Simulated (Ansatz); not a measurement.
Relaxed-ion elastic tensor of BN in space group R3m (No. 160; B on 3a, N on 3a) in GPa (Voigt order), LDA (plane waves, PAW; program Ansatz); density 2.38 g/cm³, 8.65 Å³ per atom.

|  | 1 | 2 | 3 | 4 | 5 | 6 |
|---|---|---|---|---|---|---|
| 1 | 928 | 221 | 0.8 | 3.8 | 0.0 | 0.0 |
| 2 | 221 | 928 | 0.8 | -3.8 | 0.0 | 0.0 |
| 3 | 0.8 | 0.8 | 29.0 | 0.0 | 0.0 | 0.0 |
| 4 | 3.8 | -3.8 | 0.0 | 6.3 | 0.0 | 0.0 |
| 5 | 0.0 | 0.0 | 0.0 | 0.0 | 6.3 | 3.8 |
| 6 | 0.0 | 0.0 | 0.0 | 0.0 | 3.8 | 353 |

Problem. Is the crystal mechanically stable?

Solution. Yes: the smallest eigenvalue of C is 6.2 GPa.

Problem. Work out the Voigt and Reuss bounds. Is their mean of use?

Solution. K_V = 259, K_R = 27.6; G_V = 184, G_R = 13.4 GPa. The bounds lie so far apart that a Hill average or a Debye temperature from it would say little.

The first step of the workflow began from a Materials Project structure, measured or hypothetical; the Crystallography Open Database copy checked does not list it. It is not the phase usual at ambient conditions (space group No. 186, 194, 216). Symmetry was held in the LDA relaxation; whether a distortion lowers the energy is not shown. A crystal of weakly bound layers computed without a dispersion correction: the cell and the soft elastic constants depend strongly on that.

Potentials: the earlier of the program's two PAW sets. The files were generated under PBE; for other functionals the program regenerates the frozen cores, and for LDA and PBEsol the local potential too.
